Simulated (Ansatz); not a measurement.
An Ansatz run on In2BAs3, ordered on the zincblende lattice (I-4m2) with 6 atoms a cell left the output below. The starting cell comes from a relaxation with PBE.

Starting structure:
```
CELL_PARAMETERS angstrom
-1.98581 1.98581 9.00377
1.98581 -1.98581 9.00377
1.98581 1.98581 -9.00377
ATOMIC_POSITIONS crystal
B 0.00000 0.00000 0.00000
As 0.43947 0.93947 0.50000
In 0.34371 0.34371 0.00000
As 0.75000 0.25000 0.50000
In 0.65629 0.65629 0.00000
As 0.06053 0.56053 0.50000
```

What the program printed (shortened):
```
Pseudopotential: B, paw, valence charge 3, recommended cutoff 500 eV
Pseudopotential: As, paw, valence charge 15, recommended cutoff 500 eV
Pseudopotential: In, paw, valence charge 13, recommended cutoff 500 eV
Crystal: 6 atoms, lattice volume = 142.023 Å³
Basis set: ecut = 500 eV, 3585 PW (Γ), FFT grids on a1+a3, a2+a3, a3
Bands: 45, of which v1, the nominal top of the filled ones, is band 37 counted from 1 (36 counted from 0)
Symmetry: 8 space group operations
Space group: I-4m2 (ITA 119)
k-points: 59 of 512 (time reversal used)
preconditioner: auto → Resta (q_TF=auto, 2.447 Å⁻¹)  ε∞=3.3  [σ=0.020 eV  ℏωp=20.7 eV]
relax step 1: F+E_penalty+E_count = -25973.86627473 eV  max|allowed force component| = 2.441e-1 eV/Å  Δτ_max = 0.0000 Å  P = -2.003 GPa  Ω = 142.023 Å³
relax step 2: F+E_penalty+E_count = -25973.87479386 eV  max|allowed force component| = 4.167e-1 eV/Å  Δτ_max = 0.0509 Å  P = +1.290 GPa  Ω = 136.113 Å³
relax step 3: F+E_penalty+E_count = -25973.89544160 eV  max|allowed force component| = 8.617e-2 eV/Å  Δτ_max = 0.0424 Å  P = +0.160 GPa  Ω = 137.735 Å³
relax step 4: F+E_penalty+E_count = -25973.89656704 eV  max|allowed force component| = 2.591e-3 eV/Å  Δτ_max = 0.0088 Å  P = -0.003 GPa  Ω = 138.114 Å³
relax step 5: F+E_penalty+E_count = -25973.89622952 eV  max|allowed force component| = 2.660e-3 eV/Å  Δτ_max = 0.0000 Å  P = -0.005 GPa  Ω = 138.114 Å³  (SCF on a basis re-selected at this cell)
Free energy (F): -25973.896230 eV
Internal energy: -25973.896051 eV  (E = F + TS)
E sigma→0 (E₀):  -25973.896140 eV
Entropy (-TS):   -0.000179 eV (-0.030 meV/atom)
Fermi energy:    8.770101 eV
--- Per-component energies (eV) ---
  E_band       = -887.285276
  E_kinetic    = 838.868977
  E_local      = -8217.373539
  E_nonlocal   = -1262.221511
  E_hartree    = 4100.223241
  E_xc         = -653.844552
  E_vxc        = -504.832813
  E_paw        = -13994.086230
  E_vpaw       = 28.055137
  E_vtau       = 29.772113
  E_ewald      = -6783.002859
  E_core_change = -2.459574
  E_smearing   = -0.000179
--- Forces (eV/Å), atoms counted from 1 ---
  atom   1  B       0.00000      0.00000      0.00000
  atom   2  As      0.00000      0.00000    -0.00266
  atom   3  In      0.00000      0.00000      0.00205
  atom   4  As      0.00000      0.00000      0.00000
  atom   5  In      0.00000      0.00000    -0.00205
  atom   6  As      0.00000      0.00000      0.00266
--- Stress (GPa, compression-positive) ---
       -0.027554       0.000000       0.000000
        0.000000      -0.027554       0.000000
        0.000000       0.000000       0.039890
  P = ⅓ Tr σ = -0.0051 GPa (-0.051 kbar)
--- Relaxed structure (4 steps of the walk, 4 accepted, 1 SCFs on fresh bases) ---
  F+E_penalty+E_count = -25973.89622952 eV   max|allowed force component| = 2.660e-3 eV/Å
  cell:  # Å, volume = 138.1142 Å³
    - [-1.969144, 1.969144, 8.904788]
    - [1.969144, -1.969144, 8.904788]
    - [1.969144, 1.969144, -8.904788]
  atoms:
    - { symbol: B, position: [0.000000, 0.000000, 0.000000] }
    - { symbol: As, position: [0.438505, 0.938505, 0.500000] }
    - { symbol: In, position: [0.343284, 0.343284, 0.000000] }
    - { symbol: As, position: [0.750000, 0.250000, 0.500000] }
    - { symbol: In, position: [0.656716, 0.656716, 0.000000] }
    - { symbol: As, position: [0.061495, 0.561495, 0.500000] }
```

**Question.** Which of these blocks stood in the input: relax, gw, phonons, dielectric, magnetization (spin_orbit)?

**Answer.** relax. The relax steps with a changing cell volume need the relax block with cell.

**Question.** Which k mesh was typed?

**Answer.** 8×8×8, Γ-centred.

**Question.** How were the bands filled?

**Answer.** With smearing of width σ = 0.02 eV (Fermi-Dirac in this run).

**Question.** Which functional?

**Answer.** r2SCAN. The term E_vtau belongs to a meta-GGA, which reads the kinetic-energy density. Close relatives of this functional can't be ruled out from these lines alone.

Command: `ansatz run input.yaml --threads 4 --pin off --max-ram 6451MiB --backend cpu --events-out ev --progress --plain --runs-dir out`. Wall time 3.7 min on 4 threads of Intel(R) Xeon(R) Processor @ 2.50GHz (Skylake/Cascade Lake) (shared host), load about 0.8 per core; peak host memory 0.92 GiB.

The cell comes from a prototype generator: it can be a known phase or a hypothetical one. Spin polarisation is off.
